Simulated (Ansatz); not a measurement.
# Mg$_{3}$ZnO$_{4}$: computed property card

Mg3ZnO4:
```
Mg3ZnO4
1.0
    2.99130     0.00000     0.00000
    0.00000     2.99130     0.00000
    0.00000     0.00000     8.44971
Mg Zn O
3 1 4
Direct
  0.50000   0.50000   0.75106
  0.50000   0.50000   0.24894
  0.00000   0.00000   0.50000
  0.00000   0.00000   0.00000
  0.00000   0.00000   0.25203
  0.00000   0.00000   0.74797
  0.50000   0.50000   0.00000
  0.50000   0.50000   0.50000
```

Space group P4/mmm (No. 123); conventional cell a = b = 2.9913 Å, c = 8.4497 Å, α = β = γ = 90.00°.

Method: the program Ansatz at the PBEsol level (PAW). Geometry: relaxed at this level of theory. Other levels are named where they apply.

### Cell and energy

- Volume per atom: 9.45 Å³
- Density: 4.44 g/cm³
- Formation energy from the elements (no fitted shifts): -2.39 eV/atom

### Electronic structure

- Band gap = 2.57 eV (indirect)
- Valence-band maximum = on the X–R line, 94 % of the way from X
- Conduction-band minimum = at Γ
- Smallest direct gap on the standard path = 3.52 eV
- Electron effective mass = 0.31 mₑ (isotropic)
- HSE06 gap on the PBEsol cell = 4.51 eV

### Mechanics

- Bulk modulus (Birch–Murnaghan fit) = 164 GPa
- Pressure derivative B′ = 4.3
- Elastic constants (relaxed ions, GPa) = C11 = 321, C12 = 64.2, C13 = 107, C33 = 283, C44 = 126, C66 = 86.7
- Mechanical stability = stable (all eigenvalues of C positive)
- Hill bulk and shear moduli = 164 and 109 GPa
- Young's modulus = 268 GPa
- Poisson's ratio = 0.23
- Debye temperature from the elastic constants = 773 K

### Dielectric response

- Electronic dielectric constant ε∞ (DFPT): 3.77 (xx = yy), 3.68 (zz)
- Static dielectric constant ε0 (ions relaxed, cell fixed): 13.4 (xx = yy), 12.7 (zz)
- Born charges (a third of the trace): Mg +2.00 to +2.05, Zn +2.29, O -2.20 to -2.04 e

### Phonons

Highest zone-centre frequency (without LO–TO term): 17.89 THz
Zone-centre stability: no imaginary mode at Γ

The first step of the workflow began from a Materials Project structure, measured or hypothetical; the Crystallography Open Database copy checked does not list it. With Mg and Zn taken as one species the cell has the higher symmetry Fm-3m, so it may be an ordered model of a mixed-site phase. Whether it is the stable phase at ambient conditions was not checked. The cell was relaxed with PBEsol under the symmetry of its start. The references are the lowest solids computed at this level, not always the standard phases (solids in place of the gases).

Potentials: the later of the program's two PAW sets.
